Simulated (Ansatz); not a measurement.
**Property card for Al3BAs2**

Computed with Ansatz 0.2.0, DFT PBE, scalar-relativistic, plane waves, PAW.

Plane waves to 420 eV, a k mesh through Γ of 12×12×8 on the computed 6-atom cell and Gaussian smearing (0.10 eV); no spin polarisation.

The structure is relaxed at this level of theory with its symmetry kept, and needn't be the ground state of this composition.

```cif
data_structure
_symmetry_space_group_name_H-M 'P-3m1'
_symmetry_Int_Tables_number 164
_cell_length_a 3.5159
_cell_length_b 3.5159
_cell_length_c 8.9523
_cell_angle_alpha 90.000
_cell_angle_beta 90.000
_cell_angle_gamma 120.000
_cell_volume 95.84
loop_
_atom_site_label
_atom_site_type_symbol
_atom_site_symmetry_multiplicity
_atom_site_Wyckoff_symbol
_atom_site_fract_x
_atom_site_fract_y
_atom_site_fract_z
_atom_site_occupancy
Al1 Al 2 d 0.33333 0.66667 0.89168 1
Al2 Al 1 b 0.00000 0.00000 0.50000 1
B1 B 1 a 0.00000 0.00000 0.00000 1
As1 As 2 d 0.33333 0.66667 0.31931 1
```

| Item | Value |
| --- | --- |
| Space group | P-3m1 (No. 164) |
| Volume per atom | 15.97 Å³ |
| Formation energy from the elements' standard states (uncorrected) | +0.061 eV/atom |
| Kohn–Sham band gap | none (metal) |
| Density of states at the Fermi level | 2.8 states/eV per cell |
| Orbital (Löwdin) character within 0.5 eV of the Fermi level | As 4p 48 %, B 2p 24 %, Al 3p 16 % |
| Bader charge by site (e) | Al (2 in the cell) 1.90, Al (1 in the cell) 1.76, B (1 in the cell) -2.72, As (2 in the cell) -1.42 |

The cell was found from a structure generator's guess, not taken from experiment. Löwdin shares on free-atom orbitals overweight diffuse shells.
